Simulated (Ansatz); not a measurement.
A relaxed structure of W is spoiled in several ways and relaxed again each time (squeezed and stretched starts keep its symmetry, which their runs cannot lower; pressure is positive under compression). All values below come from PBE (plane waves to 420 eV, PAW, scalar-relativistic; Ansatz, a program for electronic structure).

Space group Im-3m (No. 229); a = 3.1837 Å, b = 3.1837 Å, c = 3.1837 Å, α = 90.00°, β = 90.00°, γ = 90.00°

```
atom  site  symmetry       x       y       z
----  ----  --------  ------  ------  ------
W       2a      m-3m  0.0000  0.0000  0.0000
```
(The calculation used a cell of 1 atom; values per cell refer to that cell.)

| change | first pressure (GPa) | largest first force (eV/Å) | released (eV/atom) | moves | outcome | final group | E − E(parent) (eV/atom) |
|---|---|---|---|---|---|---|---|
| deformed by the Cartesian strain tensor (xx, yy, zz, yz, xz, xy) = (0.049, 0.059, -0.065, -0.046, -0.058, -0.039) | -1.5 | 0.00 | 0.36 | 13 | [?] | [?] | [?] |
| stretched uniformly to 115 % of its volume | [?] | 0.00 | [?] | 6 | [?] | [?] | [?] |

Question: Complete the blanks.

Answer: 
- stretched uniformly to 115 % of its volume, first pressure (GPa): -31.4
- stretched uniformly to 115 % of its volume, released (eV/atom): 0.27 to 0.28
- stretched uniformly to 115 % of its volume, outcome: returns to the parent
- stretched uniformly to 115 % of its volume, final group: Im-3m
- stretched uniformly to 115 % of its volume, E − E(parent) (eV/atom): 0.00
- deformed by the Cartesian strain tensor (xx, yy, zz, yz, xz, xy) = (0.049, 0.059, -0.065, -0.046, -0.058, -0.039), outcome: returns to the parent
- deformed by the Cartesian strain tensor (xx, yy, zz, yz, xz, xy) = (0.049, 0.059, -0.065, -0.046, -0.058, -0.039), final group: Im-3m
- deformed by the Cartesian strain tensor (xx, yy, zz, yz, xz, xy) = (0.049, 0.059, -0.065, -0.046, -0.058, -0.039), E − E(parent) (eV/atom): 0.00

First-step values come from each run's starting, coarser k-mesh (15×15×14, 14×14×14). Each cell has its own k-point mesh; energy differences are given only to the digits this allows. No spin polarisation in the result.
